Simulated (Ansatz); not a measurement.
Relaxed GaSb (zinc blende):

```xyz
4
Lattice="0.0000 6.1324 6.1324 3.0662 0.0000 3.0662 3.0662 3.0662 0.0000" Properties=species:S:1:pos:R:3 pbc="T T T"
Sb     4.5993     4.5993     4.5993
Sb     4.5993     7.6656     7.6656
Ga     0.0000     0.0000     0.0000
Ga     3.0662     6.1324     3.0662
```

Scan: atom 1 (Sb, nearest neighbour Ga at 2.655 Å; its periodic images, 4.3 Å or more away, move with it) is displaced along Cartesian z, direction (0.000, 0.000, 1.000) in Cartesian axes, by s. The other atoms stay.

Level of theory: r2SCAN (plane waves to 500 eV, PAW, scalar-relativistic; Ansatz, an electronic-structure program). k mesh 11×11×11 (Γ-centred), Fermi-Dirac smearing 0.05 eV. Energies are smeared free energies. Stress and pressure are positive under compression. As the smearing reaches across the gap at some points, energies and forces of such displacements shift with the k mesh and the smearing. F⊥ is the part of the force across the line. GaSb was relaxed with its symmetry unable to fall. Spin-orbit coupling is left out, though Sb is heavy. The zero of ΔE is the undisplaced structure.

```csv
s (Å),ΔE (meV/cell),|F⊥| (eV/Å),P (GPa)
-0.800,2294,(withheld),6.1
-0.640,(withheld),0.502,4.2
-0.480,941,0.345,2.5
-0.320,436,0.217,1.1
-0.160,112,0.106,0.3
0.000,0,0.001,0.0
0.160,111,0.108,0.3
0.320,435,0.227,1.1
0.480,942,0.359,2.4
0.640,(withheld),0.471,4.1
0.800,2308,(withheld),6.0
```

Q: Fill in the missing entries.

A: 
- -0.800, |F⊥| (eV/Å): 0.683
- -0.640, ΔE (meV/cell): 1580
- 0.640, ΔE (meV/cell): 1587
- 0.800, |F⊥| (eV/Å): 0.545

(A displaced cell: forces are minus the slopes of the energy, force constants its curvatures, and phonons follow from these.)
